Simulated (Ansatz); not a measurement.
CoW$_{3}$: which magnetic state is lowest?

Level of theory: DFT r2SCAN, scalar-relativistic, plane waves, PAW in Ansatz.

```
W Co
1.0
     0.00000    3.10639    3.10639
     3.10639    0.00000    3.10639
     3.10639    3.10639    0.00000
W Co
3 1
Direct
  0.25000 0.25000 0.25000
  0.75000 0.75000 0.75000
  0.50000 0.50000 0.50000
  0.00000 0.00000 0.00000
```

```
plane-wave cutoff                               : 500 eV
Γ-centred k-mesh                                : 12×12×12
occupation rule                                 : Gaussian smearing, 0.1 eV
list of starting moments (μB, in atom order)    : 0 0 0 2
check for lower electronic states after the SCF : off
```

All runs keep this geometry, which isn't relaxed for the lowest state (largest force there 0.000 eV/Å, pressure -2.1 GPa; forces reach 0.07 eV/Å in another state) and needn't be a stable compound; relaxing each order would shift the differences by some 20 meV/atom, going by the pressures and a bulk modulus of about 150 GPa. A propagation vector, in units of the reciprocal vectors, doubles the cell, which takes an equally dense mesh. Spin–orbit coupling is left out, which for heavy magnetic ions can matter as much as these differences. r2SCAN tends to overstate moments in metals, so a weak moment here may be absent in the real material. Site moments are spin moments in atom-centred spheres that scale with the neighbour distance. The states are those that the runs reached from these starts; a lower one can exist.

Question: Starts tried: no spin; ferromagnetic; antiferromagnetic, doubled cell, propagation vector (0, 0, 1/2). Which state comes out lowest, and what are the moments?

Answer: The lowest state is ferromagnetic, reached from the start “ferromagnetic”, with site moments (μB) W +0.28 (×2), Co +1.81.

```json
{"start": "no spin", "ends": "non-magnetic", "energy above lowest (meV/atom)": "143", "site moments (μB)": "none over 0.05", "gap on mesh (eV)": "metal", "P (GPa)": "-7.3"}
{"start": "ferromagnetic", "ends": "ferromagnetic", "energy above lowest (meV/atom)": "0.00", "site moments (μB)": "W +0.28 (×2), Co +1.81", "gap on mesh (eV)": "metal", "P (GPa)": "-2.1"}
{"start": "antiferromagnetic, doubled cell, propagation vector (0, 0, 1/2)", "ends": "antiferromagnetic", "energy above lowest (meV/atom)": "11.3", "site moments (μB)": "W +0.14 (×2), W -0.14 (×2), Co +1.84, Co -1.84", "gap on mesh (eV)": "metal", "P (GPa)": "-2.0"}
```

Cost: 3 runs of about 2.6 core-minutes in all, on Intel Xeon 6975P-C (Granite Rapids) (shared hosts).